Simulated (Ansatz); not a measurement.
SrO:
```
SrO
1.0
    0.00000     2.59749     2.59749
    2.59749     0.00000     2.59749
    2.59749     2.59749     0.00000
Sr O
1 1
Direct
  0.00000   0.00000   0.00000
  0.50000   0.50000   0.50000
```

PBE in the plane-wave PAW code Ansatz gives a gap of 3.33 eV without spin–orbit coupling, maximum at Γ, minimum at X.

Question: What happens when spin–orbit coupling is switched on?

Answer: The gap decreases by 0.02 eV, to 3.31 eV; maximum at Γ, minimum at X.

Question: How large is the spin–orbit splitting of the valence top at Γ?

Answer: The fourfold level lies 0.06 eV above the split-off pair.

Question: Give the electron effective mass with spin–orbit coupling.

Answer: 0.41, 0.41, 1.2 mₑ (principal values).

Question: Give the hole effective mass with spin–orbit coupling, band 1 of 2 at the edge.

Answer: 4.3 along [100], 1.7 along [110], 1.3 along [111] (mₑ).

Question: Give the hole effective mass with spin–orbit coupling, band 2 of 2 at the edge.

Answer: 0.47 along [100], 0.56 along [110], 0.62 along [111] (mₑ).

Space group Fm-3m (rock salt). The PBE relaxation kept the symmetry of its start; phonons on a q-mesh show no instability.

Potentials: the later of the program's two PAW sets.
